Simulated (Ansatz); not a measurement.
## Cu3Pt: pressure against volume

A database entry relaxed whole under r2SCAN (Pm-3m):

```
CELL_PARAMETERS angstrom
3.68605 0.00000 0.00000
0.00000 3.68605 0.00000
0.00000 0.00000 3.68605
ATOMIC_POSITIONS crystal
Cu 0.00000 0.50000 0.50000
Cu 0.50000 0.00000 0.50000
Cu 0.50000 0.50000 0.00000
Pt 0.00000 0.00000 0.00000
```

The cell was scaled uniformly, its shape held, and the atoms relaxed at each volume with plane-wave PAW DFT (Ansatz 0.2.0; r2SCAN, 500 eV, 9×9×9 Γ-centred mesh, fermi-dirac occupations of width 0.100 eV; no spin, no spin-orbit coupling). One row is withheld.

| volume (Å³/atom) | energy over the lowest (meV/atom) | pressure (GPa) |
| --- | --- | --- |
| 11.769 | 30.3 | 13.72 |
| 12.020 | 12.9 | 8.58 |
| 12.270 | 3.1 | 4.03 |
| 12.521 | 0.0 | 0.00 |
| 12.771 | 2.8 | -3.56 |
| 13.021 | ? | ? |
| 13.272 | 23.5 | -9.49 |

**Question.** Fit the pressures of the other rows to the third-order Birch-Murnaghan form.

**Answer.** With f = [(V₀/V)^(2/3) − 1]/2 and P = 3B₀f(1 + 2f)^(5/2)[1 + 3(B₀′ − 4)f/2], least squares gives V₀ = 12.52 Å³ an atom, B₀ = 189 GPa and B₀′ = 5.1; the rows miss the fit by less than 0.01 GPa. The slope of the energies differs from these pressures by less than 0.05 GPa.

**Question.** What does the withheld row hold?

**Answer.** The fit gives -6.71 GPa at 13.021 Å³; the run gave -6.71 GPa and 10.8 meV an atom.

Caveats: the shape of the cell was held; 0 K, fixed nuclei; the symmetry was kept, and this need not be the phase that is stable at 0 K; one mesh for all volumes; pressure is positive in compression.
